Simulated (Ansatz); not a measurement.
Bi:
```cif
data_Bi2
_chemical_formula_sum 'Bi2'
_space_group_name_H-M_alt 'P4/nmm :1'
_space_group_IT_number 129
_space_group_name_Hall 'P 4ab 2ab -1ab'
_cell_length_a 4.58858
_cell_length_b 4.58858
_cell_length_c 3.26607
_cell_angle_alpha 90.000
_cell_angle_beta 90.000
_cell_angle_gamma 90.000
loop_
_space_group_symop_operation_xyz
  'x, y, z'
  '-y+1/2, x+1/2, z'
  '-x, -y, z'
  'y+1/2, -x+1/2, z'
  'x+1/2, -y+1/2, -z'
  '-y, -x, -z'
  '-x+1/2, y+1/2, -z'
  'y, x, -z'
  '-x+1/2, -y+1/2, -z'
  'y, -x, -z'
  'x+1/2, y+1/2, -z'
  '-y, x, -z'
  '-x, y, z'
  'y+1/2, x+1/2, z'
  'x, -y, z'
  '-y+1/2, -x+1/2, z'
loop_
_atom_site_label
_atom_site_type_symbol
_atom_site_symmetry_multiplicity
_atom_site_Wyckoff_symbol
_atom_site_fract_x
_atom_site_fract_y
_atom_site_fract_z
_atom_site_occupancy
Bi1 Bi 2 c 0.50000 0.00000 0.47421 1
```

Relaxed with r²SCAN.

**Question.** Which orbitals make up the states near the Fermi level in the program Ansatz at the r²SCAN level (PAW)?

**Answer.** Within 0.5 eV of the Fermi level: Bi 6p 91 %, Bi 6s 7 %. Projections are on Löwdin-orthogonalised atomic valence shells; empty p or d shells of many metals are not among them.

**Question.** Tabulate the density of states.

**Answer.** States/eV per cell of 2 atoms, in 0.25 eV bins, energy from the Fermi level.

```csv
E (eV),total,Bi 6p,Bi 6s
-7.85,0.06,0.00,0.06
-7.60,0.01,0.00,0.01
-7.35,0.00,0.00,0.00
-7.10,0.00,0.00,0.00
-6.85,0.00,0.00,0.00
-6.60,0.00,0.00,0.00
-6.35,0.00,0.00,0.00
-6.10,0.00,0.00,0.00
-5.85,0.00,0.00,0.00
-5.60,0.00,0.00,0.00
-5.35,0.00,0.00,0.00
-5.10,0.10,0.10,0.00
-4.85,0.37,0.37,0.00
-4.60,0.54,0.53,0.01
-4.35,0.68,0.66,0.01
-4.10,0.82,0.79,0.02
-3.85,0.97,0.94,0.03
-3.60,1.15,1.11,0.03
-3.35,1.52,1.47,0.04
-3.10,1.61,1.55,0.05
-2.85,1.61,1.54,0.06
-2.60,1.55,1.48,0.06
-2.35,1.50,1.42,0.07
-2.10,1.56,1.47,0.07
-1.85,1.54,1.44,0.08
-1.60,1.53,1.42,0.08
-1.35,1.42,1.31,0.09
-1.10,1.26,1.16,0.08
-0.85,1.03,0.95,0.07
-0.60,0.96,0.88,0.06
-0.35,1.15,1.04,0.08
-0.10,1.21,1.09,0.09
0.15,1.14,1.03,0.08
0.40,1.03,0.93,0.07
0.65,0.93,0.85,0.06
0.90,0.90,0.82,0.06
1.15,0.97,0.88,0.06
1.40,1.06,0.97,0.06
1.65,1.05,0.96,0.06
1.90,1.01,0.92,0.05
2.15,0.98,0.90,0.05
2.40,0.99,0.91,0.04
2.65,1.03,0.95,0.04
2.90,1.07,0.98,0.04
3.15,1.21,1.03,0.03
3.40,1.44,1.11,0.03
3.65,1.51,1.13,0.02
3.90,1.69,1.15,0.02
4.15,1.55,1.07,0.02
4.40,1.42,0.98,0.01
4.65,1.33,0.91,0.01
```

The first step of the workflow began from a Materials Project structure, measured or hypothetical; the Crystallography Open Database copy checked does not list it. It is not the phase usual at ambient conditions (space group No. 166). Symmetry was held in the r²SCAN relaxation; whether a distortion lowers the energy is not shown. Spin–orbit coupling is left out wherever it is not named.

Potentials: the later of the program's two PAW sets.
